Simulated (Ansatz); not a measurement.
In r²SCAN in the plane-wave PAW code Ansatz, Ta in the diamond structure (Fd-3m) relaxes to a = 6.054 Å. Ta has 4 nearest neighbours from 2.62 Å (tetrahedral).

Electronic character: metallic (no gap). Gap from r²SCAN with spin–orbit coupling: none (metallic).

An equation-of-state fit gives a bulk modulus of 70.3 GPa.

The start of the workflow was typed in or built on a structure type; neither database checked (COD, Materials Project) lists it. It is not the phase usual at ambient conditions (space group No. 229). The r²SCAN relaxation kept the symmetry of its start; whether a distortion lowers the energy is not shown. The run is not spin-polarised. Spin–orbit coupling is left out wherever it is not named.

Potentials: the earlier of the program's two PAW sets.
